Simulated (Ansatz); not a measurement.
**Stress against strain in YSi₂**

```xyz
3
Lattice="3.8300 0.0000 0.0000 -1.9150 3.3169 0.0000 0.0000 0.0000 4.1400" Properties=species:S:1:pos:R:3 pbc="T T T"
Y     0.0000    0.0000    0.0000
Si    0.0000    2.2113    2.0700
Si    1.9150    1.1056    2.0700
```

Atom numbers follow the list: Y1, Si2, Si3.

The geometry is COD entry 4344493, unchecked; take it as a test cell.

Spin polarisation is left out, and whether a magnetic state lies lower isn't shown here.

The calculation used DFT, PBEsol, all-electron LAPW, scalar-relativistic (Ansatz 0.2.0).

The runs use a Γ-centred 12×12×10 k mesh, Fermi–Dirac smearing of 0.05 eV, basis error target 1 meV/atom, no spin polarisation.

The strain is applied along the Cartesian axes of the cell as listed (the other components stay zero). Fractional coordinates are held (clamped ions).

σ is the change of stress from the unstrained cell, which is at 9.28 GPa; tension is positive, so slopes are stress–strain coefficients at that pressure. In a metal the k mesh adds noise.

Only quantities that a quadratic follows smoothly over the whole series are listed; rougher ones are left out.

| εzz | σzz (GPa) | σxx (GPa) |
| --- | --- | --- |
| -0.0200 | -3.39 | -1.48 |
| 0.0000 | 0.00 | 0.00 |
| 0.0100 | 1.61 | 0.67 |
| 0.0200 | 3.13 | 1.30 |

Question: Fit the series and read off the stiffness at zero strain.

Answer: Least-squares fits y = p0 + p1 x + p2 x² to the rows give σzz (GPa): p1 = 163, p2 = -340; σxx (GPa): p1 = 69.5, p2 = -220. So C33 = 163 GPa and C13 = 69 GPa, for these axes.

Question: One run, at εzz = -0.0100, is withheld. Predict its row.

Answer: The fits give -1.66, -0.72; the run gave -1.67, -0.71.
